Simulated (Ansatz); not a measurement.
AgI:
```yaml
crystal:
  lattice:
    - [0.00000, 3.22492, 3.22492]
    - [3.22492, 0.00000, 3.22492]
    - [3.22492, 3.22492, 0.00000]
  atoms:
    - { symbol: Ag, position: [0.00000, 0.00000, 0.00000] }
    - { symbol: I, position: [0.25000, 0.25000, 0.25000] }
```

Relaxed with PBEsol.

Task: Give the Bader charges and basin volumes of the independent atoms, PBEsol (plane waves, PAW; program Ansatz).

Result: 

```
atom  Bader charge (e)  Bader volume (Å³)
----  ----------------  -----------------
Ag1              +0.23               25.9
I2               -0.23               41.2
```

Space group F-43m (zinc blende). The cell was relaxed with PBEsol under the symmetry of its start. No spin polarisation was allowed. Spin–orbit coupling is left out wherever it is not named.

Potentials: the later of the program's two PAW sets.
